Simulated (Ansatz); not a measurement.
Zn$_{3}$P$_{4}$W:
```
Zn3P4W
1.0
    7.70089     0.00000     0.00000
    0.00000     6.66387     0.00000
    0.00000     0.00000     6.36504
Zn W P
6 2 8
Direct
  0.25143   0.83000   0.73484
  0.24857   0.17000   0.23484
  0.74857   0.83000   0.73484
  0.75143   0.17000   0.23484
  0.00000   0.34140   0.73149
  0.50000   0.65860   0.23149
  0.00000   0.67107   0.22663
  0.50000   0.32893   0.72663
  0.75366   0.83227   0.10939
  0.74634   0.16773   0.60939
  0.24634   0.83227   0.10939
  0.25366   0.16773   0.60939
  0.00000   0.34691   0.10739
  0.50000   0.65309   0.60739
  0.00000   0.67368   0.58528
  0.50000   0.32632   0.08528
```

Relaxed with r²SCAN. Special points in fractions of this cell's reciprocal vectors: Γ (0.000, 0.000, 0.000); X (0.500, 0.000, 0.000); S (0.500, 0.500, 0.000); Y (0.000, 0.500, 0.000); Z (0.000, 0.000, 0.500); U (0.500, 0.000, 0.500); R (0.500, 0.500, 0.500); T (0.000, 0.500, 0.500).

Question: List the band energies nearest the valence-band maximum at these points for the program Ansatz at the r²SCAN level (PAW).

Answer: In eV from the valence-band maximum; about four levels below and three above (degenerate sets whole), none deeper than 8.9 eV; points with the same levels are listed once.

```
k                    below                above
-  -----------------------  -------------------
Γ  -1.55 -1.39 -1.05 -0.31       0.89 1.28 1.38
X  -1.36 -1.36 -0.68 -0.68  0.98 0.98 1.52 1.52
S  -1.39 -1.39 -0.70 -0.70  1.02 1.02 1.57 1.57
Y   -1.36 -1.20 -0.71 0.00       0.68 0.93 1.30
Z  -0.78 -0.78 -0.59 -0.59  0.45 0.45 1.14 1.14
U  -0.89 -0.89 -0.62 -0.62  0.62 0.62 1.21 1.21
R  -0.96 -0.96 -0.90 -0.90  0.48 0.48 1.19 1.19
T  -0.94 -0.94 -0.69 -0.69  0.79 0.79 1.01 1.01
```

Space group Pmn2_1. The start of the workflow was typed in or built on a structure type; neither database checked (COD, Materials Project) lists it. Whether it is the stable phase at ambient conditions was not checked. Symmetry was held in the r²SCAN relaxation; whether a distortion lowers the energy is not shown. No spin polarisation was allowed. Scalar-relativistic: spin–orbit coupling is off unless named, which matters more the heavier the elements.

Potentials: the later of the program's two PAW sets.
